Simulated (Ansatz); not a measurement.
Relaxed-ion elastic tensor of PbAu2 (cubic Laves (MgCu2 type), Fd-3m) in GPa (Voigt order), LDA (plane waves, PAW; program Ansatz); density 16.33 g/cm³, 20.37 Å³ per atom.

```csv
,1,2,3,4,5,6
1,143,105,105,0.0,0.0,0.0
2,105,143,105,0.0,0.0,0.0
3,105,105,143,0.0,0.0,0.0
4,0.0,0.0,0.0,29.3,0.0,0.0
5,0.0,0.0,0.0,0.0,29.3,0.0
6,0.0,0.0,0.0,0.0,0.0,29.3
```

Task: Is the crystal mechanically stable?

Result: Yes: the smallest eigenvalue of C is 29.3 GPa.

Task: Work out the Voigt, Reuss and Hill averages.

Result: K_V = 118, K_R = 118, K_H = 118; G_V = 25.2, G_R = 24.1, G_H = 24.7 GPa.

Task: Give Young's modulus, Poisson's ratio, Pugh's ratio and the universal anisotropy index.

Result: E = 9KG/(3K + G) = 69.2 GPa; ν = 0.40; K/G = 4.78 (ductile by the Pugh limit of 1.75); A_U = 5G_V/G_R + K_V/K_R − 6 = 0.22.

Task: Estimate the sound speeds and the Debye temperature.

Result: v_l = √((K + 4G/3)/ρ) = 3040 m/s, v_t = √(G/ρ) = 1230 m/s, mean 1390 m/s; Θ = (h/k)(3n/4πV)^(1/3) v_m = 152 K.

Task: Give the Zener ratio and Young's modulus along [100], [110] and [111].

Result: A = 2C44/(C11 − C12) = 1.53; 1/E = S11 − 2(S11 − S12 − S44/2)Γ with Γ = 0, 1/4, 1/3 gives 54.4, 72.2, 81.0 GPa.

Task: Solve the Christoffel equation for the three sound speeds along [100], [110], [111].

Result: Eigenvalues of C_ijkl n_j n_l equal ρv². In km/s, slowest first: [100] 1.34, 1.34, 2.96; [110] 1.08, 1.34, 3.07; [111] 1.17, 1.17, 3.10.

The workflow started from a Materials Project entry (that database holds measured and hypothetical structures alike); the Crystallography Open Database files this formula in space group No. 227, but the cells were not matched. Whether it is the stable phase at ambient conditions was not checked. The LDA relaxation kept the symmetry of its start; of distortions, only those at the zone centre were tested, and some modes there are weakly imaginary. As this level gives no gap, shear constants depend on the k-mesh and smearing (Fermi–Dirac, 0.1 eV here). Scalar-relativistic: spin–orbit coupling is off unless named, which matters more the heavier the elements.

Potentials: the earlier of the program's two PAW sets.
